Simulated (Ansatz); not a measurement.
**Band table of Si$_{2}$W (MoSi2 type)**

```
CELL_PARAMETERS angstrom
-1.60126 1.60126 3.90798
1.60126 -1.60126 3.90798
1.60126 1.60126 -3.90798
ATOMIC_POSITIONS crystal
W 0.00000 0.00000 0.00000
Si 0.33451 0.33451 0.00000
Si 0.66549 0.66549 0.00000
```

The cell comes from a relaxation on PAW files under the same functional, begun from a prototype that needn't be the stable phase.

Computed with Ansatz 0.2.0; functional PBEsol, scalar-relativistic. Settings: a Γ-centred 15×15×15 k mesh, Fermi–Dirac smearing of 0.05 eV, no spin polarisation. Methods: LAPW: all electrons, basis error target 1 meV/atom.

Spin–orbit coupling is left out, which matters for the heavy atoms.

Path points, in fractions of the reciprocal vectors: Γ (0.000, 0.000, 0.000), X (0.000, 0.000, 0.500), P (0.250, 0.250, 0.250), N (0.000, 0.500, 0.000), M (0.500, 0.500, -0.500), S (0.292, 0.708, -0.292), S0 (-0.292, 0.292, 0.292). The distance column jumps between branches of the path. Levels in eV from the Fermi level; bands 25 to 36, counted from the lowest band of the run. The gap is zero, the pressure -0.04 GPa.

```
# k(1/Å) point b25 b26 b27 b28 b29 b30 b31 b32 b33 b34 b35 b36
0.000 Γ -14.14 -6.91 -3.72 -3.39 -2.86 -2.86 0.63 2.82 2.88 3.14 3.14 4.65
0.198 - -13.97 -6.76 -4.25 -3.35 -3.28 -2.31 -0.17 2.60 3.26 3.29 3.38 4.63
0.396 - -13.48 -6.35 -4.89 -4.19 -3.22 -1.77 -1.69 2.46 3.55 3.61 4.12 4.36
0.595 - -12.71 -5.93 -5.34 -5.14 -2.98 -2.94 -1.78 2.89 3.65 3.80 4.02 4.32
0.793 - -11.72 -6.08 -5.96 -5.58 -3.21 -2.64 -2.20 2.40 3.44 3.80 4.22 4.46
0.991 - -10.66 -6.56 -6.56 -5.61 -3.19 -2.71 -2.24 1.63 3.37 3.52 4.07 4.45
1.189 - -9.85 -6.94 -6.55 -5.52 -4.10 -3.13 -1.89 2.33 3.00 3.16 3.95 4.25
1.387 X -9.58 -7.06 -6.03 -5.46 -5.05 -3.30 -1.74 2.83 3.00 3.16 3.91 4.33
1.445 - -9.58 -7.05 -6.05 -5.65 -4.83 -3.28 -1.75 2.52 3.00 3.34 3.92 4.33
1.502 - -9.56 -7.02 -6.11 -5.92 -4.48 -3.20 -1.80 2.01 3.00 3.50 3.93 4.31
1.560 - -9.54 -6.98 -6.19 -6.17 -4.09 -3.09 -1.88 1.48 3.00 3.59 3.95 4.28
1.617 - -9.52 -6.91 -6.38 -6.29 -3.71 -2.94 -1.99 0.97 3.00 3.63 3.98 4.24
1.674 - -9.49 -6.84 -6.54 -6.41 -3.37 -2.78 -2.12 0.53 3.00 3.66 4.02 4.20
1.732 - -9.48 -6.74 -6.64 -6.52 -3.12 -2.61 -2.27 0.22 3.00 3.67 4.06 4.15
1.789 P -9.47 -6.67 -6.64 -6.64 -3.02 -2.44 -2.44 0.10 3.00 3.67 4.11 4.11
1.929 - -9.49 -7.52 -6.59 -5.71 -2.94 -2.73 -2.39 0.25 2.72 3.39 3.99 4.87
2.070 - -9.54 -8.27 -6.44 -4.74 -3.39 -2.69 -2.30 0.36 2.51 3.37 3.78 5.83
2.210 - -9.62 -8.92 -6.18 -4.15 -3.81 -2.32 -2.21 0.31 2.68 3.55 3.69 6.64
2.350 - -9.71 -9.43 -5.82 -4.81 -3.17 -2.29 -1.77 0.52 2.78 3.83 3.94 6.14
2.490 - -9.81 -9.80 -5.40 -5.34 -2.88 -2.46 -1.19 1.23 2.78 4.21 4.32 5.10
2.630 - -10.04 -9.86 -5.67 -5.03 -2.81 -2.69 -0.67 2.22 2.76 4.28 4.49 4.77
2.770 N -10.12 -9.88 -5.79 -4.87 -2.81 -2.81 -0.45 2.73 2.83 3.97 4.48 5.13
2.922 - -10.96 -9.03 -5.74 -4.81 -2.75 -2.72 -0.65 2.42 3.09 3.50 4.59 5.28
3.073 - -11.85 -8.14 -5.66 -4.57 -2.60 -2.49 -1.09 1.82 2.82 3.66 4.64 5.61
3.225 - -12.63 -7.42 -5.57 -4.10 -2.49 -2.22 -1.42 1.37 2.36 4.22 4.65 5.62
3.376 - -13.27 -7.01 -5.25 -3.66 -2.47 -2.33 -1.15 1.35 2.22 4.51 4.53 5.24
3.527 - -13.75 -6.90 -4.67 -3.43 -2.60 -2.55 -0.49 1.83 2.39 3.90 4.33 4.96
3.679 - -14.04 -6.90 -4.05 -3.39 -2.79 -2.72 0.24 2.54 2.79 3.18 3.59 4.77
3.830 Γ -14.14 -6.91 -3.72 -3.39 -2.86 -2.86 0.63 2.82 2.88 3.14 3.14 4.65
3.945 - -14.08 -7.15 -3.50 -3.42 -2.81 -2.81 0.64 2.43 2.96 2.96 3.00 5.09
4.060 - -13.90 -7.73 -3.50 -3.02 -2.67 -2.67 0.66 1.84 2.51 2.51 3.32 5.81
4.175 - -13.62 -8.44 -3.62 -2.59 -2.44 -2.44 0.70 1.57 1.92 1.92 3.81 6.33
4.290 - -13.23 -9.20 -3.73 -2.41 -2.11 -2.11 0.74 1.27 1.27 1.82 4.45 6.56
4.405 - -12.75 -9.95 -3.83 -2.46 -1.71 -1.71 0.61 0.61 0.77 2.56 5.16 6.46
4.519 - -12.22 -10.65 -3.89 -2.57 -1.23 -1.23 -0.03 -0.03 0.80 3.58 5.81 5.84
4.634 M -11.85 -11.07 -3.92 -2.62 -0.81 -0.81 -0.51 -0.51 0.81 4.52 4.97 6.12
4.751 - -11.81 -11.00 -3.99 -2.78 -0.94 -0.71 -0.62 -0.49 0.91 4.64 5.13 6.08
4.867 - -11.70 -10.81 -4.36 -2.99 -1.24 -0.90 -0.47 -0.44 1.17 4.94 5.29 5.60
4.984 - -11.52 -10.49 -5.12 -2.98 -1.61 -1.27 -0.36 -0.13 1.51 4.39 5.33 5.81
5.101 - -11.26 -10.08 -6.04 -2.86 -1.98 -1.65 -0.27 0.31 1.92 3.49 5.70 6.09
5.217 - -10.94 -9.59 -6.99 -2.78 -2.30 -2.00 -0.21 0.83 2.40 2.79 5.40 5.74
5.334 - -10.54 -9.16 -7.77 -2.84 -2.55 -2.29 -0.22 1.39 2.43 2.95 4.81 5.22
5.451 S -10.07 -9.37 -7.81 -3.09 -2.71 -2.50 -0.33 1.78 2.54 3.57 4.45 4.55
6.319 S0 -10.07 -9.37 -7.81 -3.09 -2.71 -2.50 -0.33 1.78 2.54 3.57 4.45 4.55
6.483 - -10.42 -9.30 -6.91 -3.70 -2.75 -2.66 -0.70 2.13 2.99 3.66 4.34 4.59
6.647 - -11.48 -8.41 -5.90 -4.37 -2.69 -2.57 -1.21 2.25 2.94 3.09 4.56 5.76
6.810 - -12.39 -7.40 -5.53 -4.41 -2.64 -2.17 -1.74 1.74 2.46 3.55 4.93 6.35
6.974 - -13.14 -6.32 -6.03 -3.75 -2.59 -2.21 -1.55 1.46 2.27 4.07 5.22 5.28
7.138 - -13.69 -6.50 -5.21 -3.41 -2.60 -2.57 -0.75 1.84 2.37 4.14 4.45 5.12
7.301 - -14.02 -6.81 -4.22 -3.37 -2.78 -2.71 0.12 2.65 2.66 3.25 3.80 4.63
7.465 Γ -14.14 -6.91 -3.72 -3.39 -2.86 -2.86 0.63 2.82 2.88 3.14 3.14 4.65
```
